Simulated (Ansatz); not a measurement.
This guess for Sn2TeS3 is about to be relaxed.

```
CELL_PARAMETERS angstrom
3.13489 1.80993 5.22910
-3.13489 1.80993 5.22910
0.00000 -3.61986 5.22910
ATOMIC_POSITIONS crystal
Sn 0.12220 0.12220 0.12220
Sn 0.87780 0.87780 0.87780
Te 0.50000 0.50000 0.50000
S 0.00000 0.50000 0.50000
S 0.50000 0.00000 0.50000
S 0.50000 0.50000 0.00000
```

These are results of DFT PBE, scalar-relativistic, plane waves, PAW (Ansatz), not measurements. Cutoff 420 eV, Gaussian smearing, Γ-centred meshes. Cell and atoms relax first on a coarse mesh and then on a finer one. In between, the cell is made exact in the group found at 0.06 Å. In metals the finer mesh still leaves noise of several meV/atom or more. The steps can't lower the symmetry of their start. No spin polarisation.

A guess keeps its type if space group and coordination stay and the shape of the cell changes little (axis ratios within about 15 %, angles within 6°); the volume may change.

Question: Does it keep its structure type, or change into something else?

Answer: It doesn't keep its type. The symmetry stays R-3m (No. 166). The volume per atom shrinks by 11.4 %, from 29.7 to 26.3 Å³. The shortest distance goes from 3.13 Å (S–S) to 2.47 Å (S–S). The ratio c/a of the conventional cell changes by a factor of 1.81. Counting neighbours within 15 % of an atom's shortest distance, the start has S 6, Sn 16, Te 6 and the end S 4, Sn 9, Te 6. In detail, at the end Sn is surrounded by 6 S at 3.19 Å and 3 Te at 3.33 Å; around Te lie 6 Sn at 3.33 Å and 6 S at 3.99 Å; around S lie 4 S at 2.47 Å, 4 Sn at 3.19 Å and 2 Te at 3.99 Å.

```cif
data_structure
_symmetry_space_group_name_H-M 'R-3m:H'
_symmetry_Int_Tables_number 166
_cell_length_a 4.9446
_cell_length_b 4.9446
_cell_length_c 22.3527
_cell_angle_alpha 90.000
_cell_angle_beta 90.000
_cell_angle_gamma 120.000
_cell_volume 473.28
loop_
_atom_site_label
_atom_site_type_symbol
_atom_site_symmetry_multiplicity
_atom_site_Wyckoff_symbol
_atom_site_fract_x
_atom_site_fract_y
_atom_site_fract_z
_atom_site_occupancy
Sn1 Sn 6 c 0.33333 0.66667 0.75671 1
Te1 Te 3 b 0.66667 0.33333 0.83333 1
S1 S 9 e 0.00000 0.50000 0.00000 1
```

The zero of energy is the elements' standard structures at the same level; no fitted shifts are applied. The references include grey tin.

Question: At what energy does it end?

Answer: +0.18 eV/atom. The separate elements lie lower, so it is unstable against them.

The last run used a 12×12×12 mesh for its 6-atom cell and Gaussian smearing of 0.10 eV. These runs have no spin–orbit coupling, which can matter for Te. The reference forms of S and Te are held partly by dispersion forces, which this level lacks. Symmetry constrained the relaxation, so the result can be a saddle point. Another cell of Sn2TeS3 relaxed alike, in P-3m1, lies 278 meV/atom lower, so this cell isn't the stable form at this level.
